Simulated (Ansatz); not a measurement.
PbTe (rock salt)

```
PbTe
1.0
    0.00000     3.26735     3.26735
    3.26735     0.00000     3.26735
    3.26735     3.26735     0.00000
Te Pb
1 1
Cartesian
  0.00000   0.00000   0.00000
  3.26735   3.26735   3.26735
```

The slice is a {100} plane (indices of the conventional cell) through the point (0.000, 0.000, 0.000) (fractional), spanned by u = [100] and v = [0 1 -1] in vectors of this cell: u (4.62 Å) and v (4.62 Å, at 90° to u). It covers one period; positions are fractions (u, v).

Method: r2SCAN (plane waves to 500 eV, PAW, scalar-relativistic; Ansatz, an electronic-structure program). k mesh 9×9×9. Near the nuclei the fields are pseudised (PAW); where an atom keeps semicore shells as valence, they peak there. PbTe was relaxed with its symmetry unable to fall. Spin-orbit coupling is left out, though Pb and Te are heavy.

Three fields on this plane, each scaled to ten steps between its own extremes (0 low, 9 high; the total valence density on a logarithmic scale, the potential cut 8 eV below its top; x marks points blanked near nuclei; v = 0 in the bottom row):

Map A
```
|xxxxxx98653210001235689xxxxx|
|xxxxxx97653210001235679xxxxx|
|xxxxxx87643211111234678xxxxx|
|xxxxx9875433222223345789xxxx|
|xxxx987654433333334456789xxx|
|x998876555455555554555678899|
|8877765555667777766555567778|
|66665555567899x9987655555666|
|55544455679xxxxxxx9765544455|
|3333344679xxxxxxxxx976443333|
|222233568xxxxxxxxxxx86533222|
|111123579xxxxxxxxxxx97532111|
|000123579xxxxxxxxxxx97532100|
|00012357xxxxxxxxxxxxx7532100|
|000123579xxxxxxxxxxx97532100|
|111123579xxxxxxxxxxx97532111|
|222233568xxxxxxxxxxx86533222|
|3333344679xxxxxxxxx976443333|
|55544455679xxxxxxx9765544455|
|66665555567899x9987655555666|
|8877765555667777766555567778|
|x998876555455555554555678899|
|xxxx987654433333334456789xxx|
|xxxxx9875433222223345789xxxx|
|xxxxxx87643211111234678xxxxx|
|xxxxxx97653210001235679xxxxx|
|xxxxxx98653210001235689xxxxx|
|xxxxxxx865321000123568xxxxxx|
```

Map B
```
|xxxxxx98532100000123589xxxxx|
|xxxxxx97531000000013579xxxxx|
|xxxxxx86421000000012468xxxxx|
|xxxxx9753210000000123579xxxx|
|xxxx976421100000001124679xxx|
|x998764321110000011123467899|
|8876543211111111111112345678|
|55543221112222x2222111223455|
|33322111122xxxxxxx2211112233|
|2211111122xxxxxxxxx221111112|
|110000112xxxxxxxxxxx21100001|
|000000012xxxxxxxxxxx21000000|
|000000012xxxxxxxxxxx21000000|
|00000001xxxxxxxxxxxxx1000000|
|000000012xxxxxxxxxxx21000000|
|000000012xxxxxxxxxxx21000000|
|110000112xxxxxxxxxxx21100001|
|2211111122xxxxxxxxx221111112|
|33322111122xxxxxxx2211112233|
|55543221112222x2222111223455|
|8876543211111111111112345678|
|x998764321110000011123467899|
|xxxx976421100000001124679xxx|
|xxxxx9753210000000123579xxxx|
|xxxxxx86421000000012468xxxxx|
|xxxxxx97531000000013579xxxxx|
|xxxxxx98532100000123589xxxxx|
|xxxxxxx853210000012358xxxxxx|
```

Map C
```
|xxxxxx00478999999987400xxxxx|
|xxxxxx00578999999987500xxxxx|
|xxxxxx02578888888887520xxxxx|
|xxxxx0046788777778876400xxxx|
|xxxx003567766555667765300xxx|
|x000035666543222345666530000|
|0002456654310000013456654200|
|44566665420000x0000245666654|
|77777764200xxxxxxx0024677777|
|8888875300xxxxxxxxx003578888|
|999886410xxxxxxxxxxx01468899|
|999876300xxxxxxxxxxx00367899|
|999875200xxxxxxxxxxx00257899|
|99987520xxxxxxxxxxxxx0257899|
|999875200xxxxxxxxxxx00257899|
|999876300xxxxxxxxxxx00367899|
|999886410xxxxxxxxxxx01468899|
|8888875300xxxxxxxxx003578888|
|77777764200xxxxxxx0024677777|
|44566665420000x0000245666654|
|0002456654310000013456654200|
|x000035666543222345666530000|
|xxxx003567766555667765300xxx|
|xxxxx0046788777778876400xxxx|
|xxxxxx02578888888887520xxxxx|
|xxxxxx00578999999987500xxxxx|
|xxxxxx00478999999987400xxxxx|
|xxxxxxx047899999998740xxxxxx|
```

**Question.** Assign the maps to these fields: density of the highest valence band (whole band, smooth part); valence electron density; electrostatic potential energy of an electron, from the cell's mean.

**Answer.** A is the valence electron density; B is the density of the highest valence band (whole band, smooth part); C is the electrostatic potential energy of an electron, from the cell's mean.
